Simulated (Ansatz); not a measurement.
An Ansatz (a program for electronic structure) input:

Ansatz 0.2 input:
```yaml
crystal:
  lattice:
    - [4.0261293337, 0.0, 0.0]
    - [-2.0130646669, 3.4867302819, 0.0]
    - [0.0, 0.0, 5.6070382303]
  atoms:
    - { symbol: Bi, position: [0.3333333333, 0.6666666667, 0.7338433399] }
    - { symbol: Bi, position: [0.6666666667, 0.3333333333, 0.2661566601] }
    - { symbol: Pt, position: [0.0, 0.0, 0.0] }
kpoints:
  mp_grid: { grid: [9, 9, 6] }
  band_path:
    path:
      - [[0.0, 0.0, 0.0], [0.5, 0.0, 0.0], [0.3333333333, 0.3333333333, 0.0], [0.0, 0.0, 0.0], [0.0, 0.0, 0.5], [0.5, 0.0, 0.5], [0.3333333333, 0.3333333333, 0.5], [0.0, 0.0, 0.5]]  # Γ-M-K-Γ-A-L-H-A
      - [[0.5, 0.0, 0.5], [0.5, 0.0, 0.0]]  # L-M
      - [[0.3333333333, 0.3333333333, 0.5], [0.3333333333, 0.3333333333, 0.0]]  # H-K
    npoints: 8
basis: { xc_grid: 2 }
hamiltonian:
  xc: pbesol
  pseudopotentials: { kind: paw }
magnetization: { noncollinear: true, spin_orbit: true }
scf:
  n_extra_bands: 12
  convergence: { dr2_threshold: 0.0000000001 }
  occupations: { method: gaussian, width: 0.05 }
output: { eigenvalues: true }
```

Q: How many symmetry operations and irreducible k-points will the run report?

A: 12 operations, 62 of 486 k-points.

Q: With a cutoff of 420 eV, how many plane waves at Γ?

A: 1531.

It took roughly 70 core-seconds on shared server cores.

Space group P-3m1. The first step of the workflow began from a Materials Project structure, measured or hypothetical; the Crystallography Open Database copy checked does not list it. COD files the formula under space group No. 205. Its standing as an ambient phase is unchecked. The PBEsol relaxation kept the symmetry of its start; its stability against distortions is not shown here. The run is not spin-polarised.

Potentials: the later of the program's two PAW sets.

Ansatz is a plane-wave DFT program.
